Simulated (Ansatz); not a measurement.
A geometry of Ni away from equilibrium: step 16 of the relaxation of a generated trial cell of Ni in the AFLOW prototype A_hP3_152_a (A8, as in Se). These are PBEsol (plane waves to 420 eV, PAW, scalar-relativistic; Ansatz, a quantum-chemistry and plane-wave program) values and carry that method's errors. Γ-centred k-mesh 12×12×9 on the run's cell (coarser than for final values), Fermi–Dirac smearing 0.05 eV.

```yaml
crystal:
  lattice:
    - [3.79992, 0.00000, 0.00000]
    - [-1.89996, 3.29082, 0.00000]
    - [0.00000, 0.00000, 2.41740]
  atoms:
    - { symbol: Ni, position: [0.33333, 0.00000, 0.83333] }
    - { symbol: Ni, position: [0.00000, 0.33333, 0.16667] }
    - { symbol: Ni, position: [0.66667, 0.66667, 0.50000] }
```
Spin-polarised start, with parallel moments on Ni.

Problem. Which atoms carry the largest force, and which way does it point?

Solution. No atom: all forces are below 0.005 eV/Å; only the cell is out of equilibrium.

Problem. What is the pressure?

Solution. +9.3 GPa, compression positive.

Problem. How much energy per atom can still be gained by relaxing?

Solution. 0.02 eV/atom; the path ends in Im-3m (No. 229) (bcc (W type)).

Spin state reached: ferromagnetic (net 0.52 μB/atom), from parallel starting moments; other spin orders were not run from this start.

The run could not lower the symmetry of its start; a shaken copy of this end point relaxes with PBEsol to P6₃/mmc (No. 194), 0.08 eV/atom lower.

The end of the path is a generated cell of Ni: the first start was made by placing the elements on the sites of a structure type, and the end was not matched to a known phase here, so it may be hypothetical. Known forms of Ni include space group No. 225.
